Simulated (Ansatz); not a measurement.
## SiO$_{2}$: the gap against volume

SiO$_{2}$, I-42d, a = 4.946 Å, c = 7.313 Å. This isn't the usual stable structure of the compound. Ansatz: r2SCAN, PAW, 500 eV, Γ-centred 8×8×8 mesh on 6 atoms, Gaussian smearing 0.02 eV; no spin polarisation. Shape and atoms are relaxed at each volume; x = ln(V/V0) with V0 = 14.910 Å³/atom. The gap is read at the mesh points alone.

```
      x gap y (eV)
-0.0619           ?
-0.0305       6.675
 0.0000       6.557
 0.0296       6.442
 0.0583       6.332
```

**Question.** Fit a straight line to the other rows, give the volume deformation potential of the gap and its pressure coefficient, and predict the missing gap. B0 = 23.2 GPa.

**Answer.** Means x = 0.01435, y = 6.5015; Σ(Δx)² = 0.004382, ΣΔxΔy = -0.01693; the slope is their ratio. y = 6.5570 − 3.8650 x. The slope is the deformation potential a = dE_g/d ln V = -3.87 eV, and dE_g/dP = −a/B0 = 167 meV/GPa. At x = -0.0619 the fit asked for gives 6.796 eV. The run gave 6.797 eV, so the fit is 0.001 eV too low, a small miss on the scale of the series. The form still works here, 35 % of the fitted range beyond its end.

Semilocal functionals give gaps under the measured ones; changes of the gap mostly carry over better.